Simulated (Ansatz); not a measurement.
An Ansatz (a first-principles code) run. Input:

Ansatz 0.2 input:
```yaml
crystal:
  lattice:
    - [-2.7437498146, 2.7437498146, 3.904058668]
    - [2.7437498146, -2.7437498146, 3.904058668]
    - [2.7437498146, 2.7437498146, -3.904058668]
  atoms:
    - { symbol: Sr, position: [0.75, 0.25, 0.5] }
    - { symbol: Sr, position: [0.25, 0.75, 0.5] }
    - { symbol: Ti, position: [0.0, 0.0, 0.0] }
    - { symbol: Ti, position: [0.5, 0.5, 0.0] }
    - { symbol: O, position: [0.7745212499, 0.2745212499, 0.0490424998] }
    - { symbol: O, position: [0.2254787501, 0.7254787501, 0.9509575002] }
    - { symbol: O, position: [0.2745212499, 0.2254787501, 0.5] }
    - { symbol: O, position: [0.7254787501, 0.7745212499, 0.5] }
    - { symbol: O, position: [0.75, 0.75, 0.0] }
    - { symbol: O, position: [0.25, 0.25, 0.0] }
kpoints:
  mp_grid: { grid: [6, 6, 6] }
  band_path:
    path:
      - [[0.0, 0.0, 0.0], [0.0, 0.0, 0.5], [0.25, 0.25, 0.25], [0.0, 0.5, 0.0], [0.0, 0.0, 0.0], [0.5, 0.5, -0.5], [0.3734799243, 0.6265200757, -0.3734799243]]  # Γ-X-P-N-Γ-M-S
      - [[-0.3734799243, 0.3734799243, 0.3734799243], [0.0, 0.0, 0.0]]  # S_0-Γ
      - [[0.0, 0.0, 0.5], [-0.2469598485, 0.2469598485, 0.5]]  # X-R
      - [[0.5, 0.5, -0.2469598485], [0.5, 0.5, -0.5]]  # G-M
      - [VBM, CBM]
    npoints: 8
basis: { xc_grid: 2 }
hamiltonian:
  xc: pbesol
  pseudopotentials: { kind: paw }
magnetization: { noncollinear: true, spin_orbit: true }
scf:
  n_extra_bands: 20
  convergence: { dr2_threshold: 0.0000000001 }
  occupations: { method: gaussian, width: 0.01 }
checkpoint: { write: soc.run }
output: { eigenvalues: true }
```

Output (shortened):

```
Pseudopotential: Sr, paw_fr, valence charge 10
Pseudopotential: Ti, paw_fr, valence charge 12
Pseudopotential: O, paw_fr, valence charge 6
Functional definition: PBEsol
non-collinear run that drives no moment, with spin-orbit …
Crystal: 10 atoms, lattice volume = 117.562 Å³
Basis set: ecut = 420 eV, 2277 PW (Γ), exchange–correlation on 80×80×80 points (8 copies of the dense FFT grid, shifted against one another)
Bands: 100, of which v1, the nominal top of the filled ones, is band 80 counted from 1 (79 counted from 0)
Symmetry: 16 space group operations + 16 with time reversal
k-points: 30 of 216
Projection manifold: j_resolved (fully-relativistic pseudo-atomic orbitals)
SCF iter   1: F=—  HF=-15316.438272 eV  |F-HF|=—  |Δ(HF+E_count)|=         —  Δρ=5.38e-2  dr2=2.92e0  dr2_m=0.00e0 (ungated)  ethr=3.10e-3  |M|=0.00e0 ∫|m|=0.00e0 μB  |m|>n=0.0e0 m-floor=0.0e0 τ_xc=0.0e0  β_m=0.30  ⟨swp⟩=7.1  Hψ=7737  notcnv=0  defer=136
preconditioner: auto → Resta (q_TF=auto, 2.559 Å⁻¹)
spin=Noncollinear: Resta preconditioning applied to the charge; magnetization (m_x, m_y, m_z) channels mix plain (no charge-response kernel on spin).
SCF iter   2: F=—  HF=-15316.096499 eV  |F-HF|=—  |Δ(HF+E_count)|=   3.42e-1  Δρ=3.72e-2  dr2=1.44e0  dr2_m=0.00e0 (ungated)  ethr=3.10e-3  |M|=0.00e0 ∫|m|=0.00e0 μB  |m|>n=0.0e0 m-floor=0.0e0 τ_xc=0.0e0  β_m=0.62  ⟨swp⟩=2.0  Hψ=1835  notcnv=0  defer=410
SCF iter   3: F=—  HF=-15315.829839 eV  |F-HF|=—  |Δ(HF+E_count)|=   2.67e-1  Δρ=7.02e-3  dr2=4.81e-2  dr2_m=0.00e0 (ungated)  ethr=1.80e-3  |M|=0.00e0 ∫|m|=0.00e0 μB  |m|>n=0.0e0 m-floor=0.0e0 τ_xc=0.0e0  β_m=0.75  ⟨swp⟩=2.6  Hψ=2513  notcnv=0  defer=410
SCF iter   4: F=—  HF=-15315.840139 eV  |F-HF|=—  |Δ(HF+E_count)|=   1.03e-2  Δρ=3.33e-3  dr2=1.03e-2  dr2_m=0.00e0 (ungated)  ethr=6.01e-5  |M|=0.00e0 ∫|m|=0.00e0 μB  |m|>n=0.0e0 m-floor=0.0e0 τ_xc=0.0e0  β_m=0.77  ⟨swp⟩=2.8  Hψ=2413  notcnv=0  defer=410
SCF iter   5: F=—  HF=-15315.841001 eV  |F-HF|=—  |Δ(HF+E_count)|=   8.61e-4  Δρ=2.31e-3  dr2=5.23e-3  dr2_m=0.00e0 (ungated)  ethr=1.28e-5  |M|=0.00e0 ∫|m|=0.00e0 μB  |m|>n=0.0e0 m-floor=0.0e0 τ_xc=0.0e0  β_m=0.66  ⟨swp⟩=3.0  Hψ=2351  notcnv=0  defer=410
SCF iter   6: F=—  HF=-15315.840302 eV  |F-HF|=—  |Δ(HF+E_count)|=   6.99e-4  Δρ=5.43e-4  dr2=2.88e-4  dr2_m=0.00e0 (ungated)  ethr=6.53e-6  |M|=0.00e0 ∫|m|=0.00e0 μB  |m|>n=0.0e0 m-floor=0.0e0 τ_xc=0.0e0  β_m=0.72  ⟨swp⟩=2.1  Hψ=2033  notcnv=0  defer=410
SCF iter   7: F=—  HF=-15315.840322 eV  |F-HF|=—  |Δ(HF+E_count)|=   2.07e-5  Δρ=2.61e-4  dr2=7.03e-5  dr2_m=0.00e0 (ungated)  ethr=3.59e-7  |M|=0.00e0 ∫|m|=0.00e0 μB  |m|>n=0.0e0 m-floor=0.0e0 τ_xc=0.0e0  β_m=0.68  ⟨swp⟩=2.0  Hψ=2176  notcnv=0  defer=410
SCF iter   8: F=—  HF=-15315.840327 eV  |F-HF|=—  |Δ(HF+E_count)|=   4.78e-6  Δρ=4.03e-5  dr2=2.25e-6  dr2_m=0.00e0 (ungated)  ethr=8.79e-8  |M|=0.00e0 ∫|m|=0.00e0 μB  |m|>n=0.0e0 m-floor=0.0e0 τ_xc=0.0e0  β_m=0.82  ⟨swp⟩=2.0  Hψ=2063  notcnv=0  defer=410
SCF iter  12: F=-15315.840434 eV  HF=-15315.840434 eV  |F-HF|=1.82e-12  |Δ(HF+E_count)|=  4.73e-11  Δρ=1.24e-7  dr2=1.58e-11  dr2_m=0.00e0 (ungated)  ethr=1.00e-12  |M|=0.00e0 ∫|m|=0.00e0 μB  |m|>n=0.0e0 m-floor=0.0e0 τ_xc=0.0e0  ⟨swp⟩=14.0  Hψ=6532  notcnv=0
SCF 1 converged in 12 iterations: F = -15315.840434 eV  dr2 = 1.58e-11
NSCF: frozen V_eff on 30 k-points
NSCF: frozen V_eff on 30 k-points
NSCF: frozen V_eff on 30 k-points
NSCF: frozen V_eff on 30 k-points
NSCF: frozen V_eff on 5 k-points
NSCF: frozen V_eff on 9 k-points
NSCF: frozen V_eff on 6 k-points
NSCF: frozen V_eff on 9 k-points
NSCF: frozen V_eff on 9 k-points
NSCF: frozen V_eff on 6 k-points
NSCF: frozen V_eff on 85 k-points
SCF converged after 12 iterations
Magnetization: |M| = 0.0000 μB,  M = (+0.0000, +0.0000, +0.0000) μB
Absolute magnetization: 0.0000 μB (∫|m|)
  site 0: m = (+0.0000, +0.0000, +0.0000) μB, |m| = 0.0000 μB  (R = 1.08 Å)
  site 1: m = (+0.0000, +0.0000, +0.0000) μB, |m| = 0.0000 μB  (R = 1.08 Å)
  site 2: m = (+0.0000, +0.0000, +0.0000) μB, |m| = 0.0000 μB  (R = 0.80 Å)
  site 3: m = (+0.0000, +0.0000, +0.0000) μB, |m| = 0.0000 μB  (R = 0.80 Å)
  site 4: m = (+0.0000, +0.0000, +0.0000) μB, |m| = 0.0000 μB  (R = 0.80 Å)
  site 5: m = (+0.0000, +0.0000, +0.0000) μB, |m| = 0.0000 μB  (R = 0.80 Å)
  site 6: m = (+0.0000, +0.0000, +0.0000) μB, |m| = 0.0000 μB  (R = 0.80 Å)
  site 7: m = (+0.0000, +0.0000, +0.0000) μB, |m| = 0.0000 μB  (R = 0.80 Å)
  site 8: m = (+0.0000, +0.0000, +0.0000) μB, |m| = 0.0000 μB  (R = 0.81 Å)
  site 9: m = (+0.0000, +0.0000, +0.0000) μB, |m| = 0.0000 μB  (R = 0.81 Å)
Free energy (F): -15315.840434 eV
Harris-Foulkes:  -15315.840434 eV  (|F-HF|=1.82e-12)
Internal energy: -15315.840434 eV  (E = F + TS)
E sigma→0 (E₀):  -15315.840434 eV
Fermi energy:    10.895034 eV
--- Per-component energies (eV) ---
  E_band       = -402.652263
  E_kinetic    = 2092.580680
  E_local      = -4710.096041  (includes V_loc(G=0)·N_el)
  E_nonlocal   = 703.225754
  E_hartree    = 1639.776360
  E_xc         = -982.097423
  E_vxc        = -1138.173527  (∫ρ·V_xc dr)
  E_paw        = -8243.737871  (= ΣΔE_a)
  E_vpaw       = -629.756909  (= ΣTr[D̂ρ^β])
  E_aug_tail   = 0.015040  (compensation charges beyond the density's cutoff)
  E_ewald      = -5816.268245
  E_core_change = 0.761313  (= ΣΔE_core)
  E_smearing   =  0.000000  (= −TS)
  E_closure    = 0.000000  (closes the sum)
  Σ components = -15315.840434   (vs F -15315.840434, Δ=0.00e0)
  [band-id]    e_kinetic+e_local+e_nonlocal+2·e_hartree+e_vxc+e_vpaw+e_augmentation_tail = -402.652283   (vs E_band -402.652263, Δ=-2.00e-5)
--- Band table (eV; the first three rows and the last of 30) ---
  k-point 0: bands = ["-46.1087", "-46.1087", "-46.1044", "-46.1044", "-22.9944", "-22.9944", "-22.9316", "-22.9316", "-22.4122", "-22.4122", "-22.3479", "-22.3479", "-22.3477", "-22.3477", "-22.3424", "-22.3424", "-22.2779", "-22.2779", "-22.2752", …
  k-point 1: bands = ["-46.1083", "-46.1083", "-46.1048", "-46.1048", "-22.9894", "-22.9894", "-22.9395", "-22.9395", "-22.4231", "-22.4231", "-22.3489", "-22.3489", "-22.3477", "-22.3477", "-22.3349", "-22.3349", "-22.2765", "-22.2765", "-22.2685", …
  k-point 2: bands = ["-46.1076", "-46.1076", "-46.1055", "-46.1055", "-22.9801", "-22.9801", "-22.9561", "-22.9561", "-22.4431", "-22.4431", "-22.3582", "-22.3582", "-22.3511", "-22.3511", "-22.3083", "-22.3083", "-22.2746", "-22.2746", "-22.2544", …
  k-point 29: bands = ["-46.1074", "-46.1074", "-46.1057", "-46.1057", "-22.9767", "-22.9767", "-22.9638", "-22.9638", "-22.4516", "-22.4516", "-22.3633", "-22.3633", "-22.3520", "-22.3520", "-22.2970", "-22.2970", "-22.2718", "-22.2718", "-22.2480", …
```

Cost: roughly 11 core-minutes on shared cores.

Space group I4/mcm. The first step of the workflow began from a Materials Project structure, measured or hypothetical; the Crystallography Open Database files this formula in space group No. 140, but the cells were not matched. It is not the phase usual at ambient conditions (space group No. 221). Symmetry was held in the PBEsol relaxation. At this level the phase is dynamically unstable (imaginary phonons). No spin polarisation was allowed.

Potentials: the later of the program's two PAW sets.

Ansatz is a plane-wave DFT program.
